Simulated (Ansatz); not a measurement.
AgNO3:
```
AgNO3
1.0
    2.53616     1.46425     2.68584
   -2.53616     1.46425     2.68584
    0.00000    -2.92851     2.68584
Ag N O
1 1 3
Direct
  0.99376   0.99376   0.99376
  0.57507   0.57507   0.57507
  0.43480   0.43480   0.86295
  0.86295   0.43480   0.43480
  0.43480   0.86295   0.43480
```

Relaxed with r²SCAN+D4.

Q: Map the valence electron density (e/Å³), cut off at 3 on the plane through (0.994, 0.994, 0.994) spanned by u = [1, 0, 0] and v = [0, 1, 1] in lattice vectors, from plane-wave PAW r²SCAN+D4 (Ansatz code).

A: x is the fraction of u, y of v (the angle between them is 76°; rows are the nearest grid lines); atoms in the plane: Ag at (0.00, 0.00), N at (0.58, 0.58), O at (0.87, 0.44).
```
|999961000000000169999|
|999982000000000149999|
|999941000000000012799|
|786421000000000001247|
|222110000000000000012|
|000000000000000000000|
|000000000010000000000|
|000000001122110000000|
|000000012589853100000|
|000000013699995210000|
|000000012699998532100|
|210000001247999999952|
|510000000123578999995|
|931000000000123899999|
|721000000000012599997|
|420000000000001247974|
|000000000000000001110|
|000000000000000000000|
|000000000000000000000|
|210000000000000011222|
|742100000000000124687|
|997210000000000149999|
|999941000000000279999|
|999961000000000169999|
```
Scale: ten equal steps from 0.013 (start of '0') to 3.00 (end of '9'), in the order '0123456789'; x runs from 0.000 to 1.00, y from 0.000 (bottom) to 1.00 (top).

The density is the valence pseudo-density with augmentation charge, so density and ELF within about 1 Å of a nucleus are not all-electron values.

Space group R3m. The first step of the workflow began from a Materials Project structure, measured or hypothetical; the Crystallography Open Database files this formula in space group No. 160, but the cells were not matched. Whether it is the stable phase at ambient conditions was not checked. Symmetry was held in the r²SCAN+D4 relaxation; its stability against distortions is not shown here. No spin polarisation was allowed.

Potentials: the later of the program's two PAW sets.
